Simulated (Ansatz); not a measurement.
Yb3Si5:
```yaml
crystal:
  lattice:
    - [6.41470, 0.00000, 0.00000]
    - [-3.20735, 5.55529, 0.00000]
    - [0.00000, 0.00000, 4.13346]
  atoms:
    - { symbol: Yb, position: [0.00000, 0.63555, 0.00000] }
    - { symbol: Yb, position: [0.63555, 0.00000, 0.00000] }
    - { symbol: Yb, position: [0.36445, 0.36445, 0.00000] }
    - { symbol: Si, position: [0.66667, 0.33333, 0.50000] }
    - { symbol: Si, position: [0.33333, 0.66667, 0.50000] }
    - { symbol: Si, position: [0.00000, 0.25392, 0.50000] }
    - { symbol: Si, position: [0.25392, 0.00000, 0.50000] }
    - { symbol: Si, position: [0.74608, 0.74608, 0.50000] }
```

Relaxed with PBEsol. Special points in fractions of this cell's reciprocal vectors: Γ (0.000, 0.000, 0.000); M (0.500, 0.000, 0.000); K (0.333, 0.333, 0.000); A (0.000, 0.000, 0.500); L (0.500, 0.000, 0.500); H (0.333, 0.333, 0.500).

List the band energies nearest the Fermi level at these points for DFT-PBEsol with spin–orbit coupling in the program Ansatz with PAW potentials.

In eV from the Fermi level; about four levels below and three above (degenerate sets whole), none deeper than 8.9 eV; points with the same levels are listed once.

| k | below | above |
|---|---|---|
| Γ | -0.06 -0.06 -0.04 -0.04 | 0.48 0.48 1.58 1.58 |
| M | -0.16 -0.16 -0.04 -0.04 | 0.28 0.28 0.88 0.88 |
| K | -0.17 -0.17 -0.08 -0.08 | 0.08 0.08 0.08 0.08 |
| A | -0.17 -0.17 -0.14 -0.14 | 1.10 1.10 1.11 1.11 |
| L | -0.15 -0.15 -0.07 -0.07 | 1.23 1.23 1.30 1.30 |
| H | -0.13 -0.13 -0.09 -0.09 | 1.03 1.03 1.14 1.14 |

Space group P-62m. The workflow started from a Materials Project entry (that database holds measured and hypothetical structures alike); the Crystallography Open Database copy checked does not list it. Its standing as an ambient phase is unchecked. The PBEsol relaxation kept the symmetry of its start; whether a distortion lowers the energy is not shown. No spin polarisation was allowed. The 4f shell is in the valence. No Hubbard U is applied.

Potentials: the later of the program's two PAW sets.
